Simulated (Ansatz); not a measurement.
## K6AgSn single point

The input, for Ansatz 0.2.0 (plane waves, PAW):

```yaml
crystal:
  lattice:
    - [6.99024, 0.0, 0.0]
    - [-3.39713, 6.184455, 0.0]
    - [0.092429, -3.688211, 6.604541]
  atoms:
    - { symbol: K, position: [0.2508, 0.8537, 0.7367] }
    - { symbol: K, position: [0.7492, 0.1463, 0.2633] }
    - { symbol: K, position: [0.5758, 0.4399, 0.7232] }
    - { symbol: K, position: [0.4242, 0.5601, 0.2768] }
    - { symbol: K, position: [0.8644, 0.1243, 0.7376] }
    - { symbol: K, position: [0.1356, 0.8757, 0.2624] }
    - { symbol: Ag, position: [0.0, 0.0, 0.0] }
    - { symbol: Sn, position: [0.5, 0.0, 0.5] }
kpoints:
  mp_grid: { grid: [3, 4, 3], shift: [0.5, 0.5, 0.0] }
magnetization:
  spin_polarized: false
scf:
  occupations: { method: fermi_dirac }
  lower_state_search: "off"
  max_iter: 200
hamiltonian:
  pseudopotentials: { kind: paw }
  xc: r2scan
basis:
  ecutwfc: 500
  fft_grid_basis: typed
output:
  forces: true
  stress: true
  eigenvalues: true
  populations: true
  elf: true
  write_potential: true
  volumetric_format: npy
  dos:
    e_range: [-12, 8]
    de: 0.05
    projected: { site_lists: { Ag: [Ag], K: [K], Sn: [Sn] } }
checkpoint:
  read: saved_state
```

The saved state is an earlier solution for the same cell, perhaps on another mesh. 

Output (shortened):

```
Free energy (F): -22889.1793 eV
Harris-Foulkes:  -22889.1793 eV  (|F-HF|=5.62e-9)
Internal energy: -22889.0934 eV  (E = F + TS)
E sigma→0 (E₀):  -22889.1363 eV
Entropy (-TS):   -0.0859 eV (-10.742 meV/atom)
Fermi energy:    6.1030 eV
--- Per-component energies (eV) ---
  E_band       = -1260.1954
  E_kinetic    = 2269.8154
  E_local      = -9763.3017  (includes V_loc(G=0)·N_el)
  E_nonlocal   = 129.4541
  E_hartree    = 4225.0881
  E_xc         = -1363.9289
  E_vxc        = -1495.4409  (∫ρ·V_xc dr)
  E_paw        = -12809.3048  (= ΣΔE_a)
  E_vpaw       = -943.4313  (= ΣTr[D̂ρ^β])
  E_aug_tail   = 0.0000  (compensation charges beyond the density's cutoff)
  E_vtau       = 92.5365  (kinetic-family band-sum trace: ∫τ·v_τ [+ j·A + Jᵃ·Aᵃ] dr)
  E_ewald      = -5575.9645
  E_core_change = -0.9511  (= ΣΔE_core)
  E_smearing   = -0.0859  (= −TS)
--- Stress (GPa, compression-positive) ---
       15.6523      -1.1256      -0.6893
       -1.1256      14.8500      -0.3004
       -0.6893      -0.3004      16.0576
  P = ⅓ Tr σ = 15.5200 GPa (155.200 kbar)
--- Löwdin populations: 8 sites ---
  site symbol       q [e]
     0      K      8.4977
     1      K      8.4977
     2      K      8.5892
     3      K      8.5892
     4      K      8.5081
     5      K      8.5081
     6     Ag     19.4545
     7     Sn     15.7860
  spilling = 0.0065 (of n_electrons = 87.0000)
```

Origin: a known structure type with other elements, at an estimated volume, so it need not be a known compound. Caveats: the k mesh is coarse if the cell is a metal; atoms or cell far from equilibrium.
